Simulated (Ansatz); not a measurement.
# Two states of SrVO3

```
CELL_PARAMETERS angstrom
3.85180 0.00000 0.00000
0.00000 3.85180 0.00000
0.00000 0.00000 3.85180
ATOMIC_POSITIONS crystal
V 0.00000 0.00000 0.00000
O 0.50000 0.00000 0.00000
O 0.00000 0.50000 0.00000
O 0.00000 0.00000 0.50000
Sr 0.50000 0.50000 0.50000
```

The numbers come from plane-wave PAW DFT (Ansatz): PBE, 420 eV, 6×6×6 Γ-centred k points, gaussian occupations (width 0.047 eV). Nothing was relaxed.

State A: V1 up (collinear spin). State B: no moments (no spin polarisation).

Which state is lower, and how do they differ?

State A is lower by 1.1 meV an atom at zero smearing. So small a gap isn't resolved on this mesh where a state is a metal.

```json
{"state": "A", "free energy (meV/atom)": "0.0", "largest moment in a small sphere (μB)": "0.39", "net moment (μB/cell)": "0.50", "gap on mesh (eV)": "metal", "pressure (GPa)": "1.2", "largest force (eV/Å)": "0.00"}
{"state": "B", "free energy (meV/atom)": "1.1", "largest moment in a small sphere (μB)": "0.00", "net moment (μB/cell)": "0.00", "gap on mesh (eV)": "metal", "pressure (GPa)": "0.9", "largest force (eV/Å)": "0.00"}
```

Origin: a known structure type with other elements, at an estimated volume, so it need not be a known compound. Caveats: semilocal functionals often miss the gap of such magnets; no spin polarisation, so a magnetic state may lie lower; correlation that this level lacks may open a gap in such a compound.
